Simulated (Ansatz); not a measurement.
Ta$_{2}$O$_{5}$ in space group C2/c (No. 15; Ta on 8f, O on 8f, O on 8f, O on 4e), r²SCAN (plane waves, PAW; program Ansatz), all energies at zero smearing, with the estimated change up to a 700 eV cutoff added, with one set of potentials and settings (totals compare only within such a set). Cell of 14 atoms (4 Ta, 10 O): -45484.002 eV.

```tsv
element	reference phase	E (eV/atom)
Ta	Im-3m, 1 atoms in the cell	-9945.1755
O	C2/m, 4 atoms in the cell, spin-polarised	-566.0346
```

Formation energy per atom, worked out: (-45484.002 − 4×(-9945.1755) − 10×(-566.0346))/14 = -3.068 eV/atom (-296 kJ per mol of atoms), at 0 K, without zero-point energy or fitted corrections.

The start of the workflow was typed in or built on a structure type; neither database checked (COD, Materials Project) lists it. COD files the formula under space group No. 49, so this cell is another polymorph or a model. Whether it is the stable phase at ambient conditions was not checked. The r²SCAN relaxation kept the symmetry of its start; whether a distortion lowers the energy is not shown. The run is not spin-polarised. The references are the lowest solids computed at this level, not always the standard phases (solids in place of the gases). Spin–orbit coupling is left out wherever it is not named.

Potentials: the earlier of the program's two PAW sets.
